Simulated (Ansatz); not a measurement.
InTe:
```
CELL_PARAMETERS angstrom
      0.00000     3.07855     3.07855
      3.07855     0.00000     3.07855
      3.07855     3.07855     0.00000
ATOMIC_POSITIONS crystal
  In 0.00000 0.00000 0.00000
  Te 0.50000 0.50000 0.50000
```

Relaxed with PBEsol.

### Question
Map the electron localisation function on the plane through (0.000, 0.000, 0.000) spanned by u = [1, 0, 0] and v = [0, 1, -1] in lattice vectors, from PBEsol in the plane-wave PAW code Ansatz.

### Answer
x is the fraction of u, y of v (the angle between them is 90°; rows are the nearest grid lines); atoms in the plane: In at (0.00, 0.00), Te at (0.50, 0.50).
```
y \ x   0.000  0.0909  0.182  0.273  0.364  0.455  0.545  0.636  0.727  0.818  0.909   1.00
------  -----  ------  -----  -----  -----  -----  -----  -----  -----  -----  -----  -----
1.00    0.003   0.017  0.276  0.224  0.176  0.089  0.089  0.176  0.224  0.276  0.017  0.003
0.909   0.017   0.109  0.285  0.229  0.240  0.219  0.219  0.240  0.229  0.285  0.109  0.017
0.864   0.137   0.234  0.259  0.263  0.351  0.415  0.415  0.351  0.263  0.259  0.234  0.137
0.773   0.268   0.239  0.258  0.476  0.636  0.610  0.610  0.636  0.476  0.258  0.239  0.268
0.682   0.225   0.252  0.437  0.648  0.545  0.459  0.459  0.545  0.648  0.437  0.252  0.225
0.636   0.176   0.240  0.520  0.613  0.482  0.265  0.265  0.482  0.613  0.520  0.240  0.176
0.545   0.089   0.219  0.594  0.536  0.265  0.005  0.005  0.265  0.536  0.594  0.219  0.089
0.455   0.089   0.219  0.594  0.536  0.265  0.005  0.005  0.265  0.536  0.594  0.219  0.089
0.364   0.176   0.240  0.520  0.613  0.482  0.265  0.265  0.482  0.613  0.520  0.240  0.176
0.318   0.225   0.252  0.437  0.648  0.545  0.459  0.459  0.545  0.648  0.437  0.252  0.225
0.227   0.268   0.239  0.258  0.476  0.636  0.610  0.610  0.636  0.476  0.258  0.239  0.268
0.136   0.137   0.234  0.259  0.263  0.351  0.415  0.415  0.351  0.263  0.259  0.234  0.137
0.0909  0.017   0.109  0.285  0.229  0.240  0.219  0.219  0.240  0.229  0.285  0.109  0.017
0.000   0.003   0.017  0.276  0.224  0.176  0.089  0.089  0.176  0.224  0.276  0.017  0.003
```

The density is the valence pseudo-density with augmentation charge, so density and ELF within about 1 Å of a nucleus are not all-electron values.

Space group Fm-3m (rock salt). The workflow started from an entry of the Crystallography Open Database (COD). Its standing as an ambient phase is unchecked. The cell was relaxed with PBEsol under the symmetry of its start; its stability against distortions is not shown here. Scalar-relativistic: spin–orbit coupling is off unless named, which matters more the heavier the elements.

Potentials: the later of the program's two PAW sets.
